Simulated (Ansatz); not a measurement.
The cell below belongs to a search over invented structures; it isn't taken from experiment.

Input and command of a plane-wave DFT calculation in Ansatz:

```yaml
crystal:
  lattice:
    - [-3.61326902, 3.61326902, 4.06449988]
    - [3.61326902, -3.61326902, 4.06449988]
    - [3.61326902, 3.61326902, -4.06449988]
  atoms:
    - { symbol: Al, position: [0.5, 0.0, 0.5] }
    - { symbol: Al, position: [0.0, 0.5, 0.5] }
    - { symbol: As, position: [0.15335169, 0.15335169, 0.30670339] }
    - { symbol: As, position: [0.84664831, 0.84664831, 0.69329661] }
    - { symbol: As, position: [0.15335169, 0.84664831, 0.0] }
    - { symbol: As, position: [0.84664831, 0.15335169, 0.0] }
    - { symbol: As, position: [0.5, 0.5, 0.5] }
    - { symbol: As, position: [0.0, 0.0, 0.5] }
    - { symbol: As, position: [0.5, 0.0, 0.0] }
    - { symbol: As, position: [0.0, 0.5, 0.0] }
basis:
  ecutwfc: 420
kpoints:
  mp_grid: { grid: [3, 3, 3] }
hamiltonian:
  xc: pbe
scf:
  occupations: { method: gaussian, width: 0.2 }
  lower_state_search: "off"
output:
  forces: true
  stress: true
  eigenvalues: true
relax:
  adjacent_minimum: "off"
  f_tol: 0.08
  max_steps: 16
  cell: { stress_tol: 0.8 }
```

```bash
ansatz run input.yaml --threads 1 --pin off --max-ram 2560MiB --backend cpu --events-out ev --progress --plain --runs-dir out
```

Processor: Arm Neoverse V2, 1 thread, on a host shared with other jobs.

Q: Estimate time, memory and problem size.

A: About 2.1 min, peak memory 0.52 GiB. It solves 76 bands at 6 k points (after reduction by symmetry) with about 4739 plane waves (on the last cell), in 87 SCF iterations over 15 ionic steps.
